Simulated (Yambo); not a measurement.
K2TiF6 (space group P-3m1, No. 164), G0W0@LDA in Yambo; all else as in the reference (3×3×2 Γ-centred k mesh, bands 2 to 198 and a 7 Ry block in the screening, 198 bands in G with the Bruneval-Gonze terminator, plasmon pole fitted at 27.2 eV). One parameter is varied: the cutoff of the exchange sum, over 5, 10, 20, 40, 84 Ry.

Q: From which value on does the gap Γ → Γ stay within 0.05 eV of the largest setting?

A: From 20 Ry on.
```csv
cutoff of the exchange sum (Ry),G0W0 gap (eV),valence shift (eV)
5,9.03,3.13
10,9.56,0.38
20,9.50,-1.21
40,9.44,-1.84
84,9.46,-1.97
```
The last step of the sweep still moves the gap by 13 meV; the other settings are held fixed.

Geometry of the Materials Project entry, not relaxed at this level; primitive cell a = b = 5.6851 Å, c = 4.5902 Å, α = β = 90.00°, γ = 120.00°.

A shift is the quasiparticle energy of the state minus its LDA energy.
